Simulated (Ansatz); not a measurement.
Ba2ScO3F in space group I4mm (No. 107; Pearson symbol tI14) at seven volumes, plane-wave PAW r²SCAN (Ansatz code), shape and atoms relaxed at each. One row is withheld.

```csv
V (Å³/atom),P (GPa)
15.121,11.35
15.620,6.87
16.118,3.11
16.617,-0.01
17.115,-2.56
17.614,-4.55
18.112,?
```

Problem. Fit the shown pressures and predict the withheld one.

Solution. P = (3/2)B₀(x^(7/2) − x^(5/2))[1 + (3/4)(B′ − 4)(x − 1)] with x = (V₀/V)^(2/3). Least squares on the six rows gives V₀ = 16.620 Å³/atom, B₀ = 92.7 GPa, B′ = 5.53. At V = 18.112, x = 0.9443 and P = -6.28 GPa. The run itself gave -5.90 GPa.

The first step of the workflow began from a Materials Project structure, measured or hypothetical; the Crystallography Open Database copy checked does not list it. Its standing as an ambient phase is unchecked. Symmetry was held in the r²SCAN relaxation; whether a distortion lowers the energy is not shown. No spin polarisation was allowed. Spin–orbit coupling is left out wherever it is not named.

Potentials: the later of the program's two PAW sets.
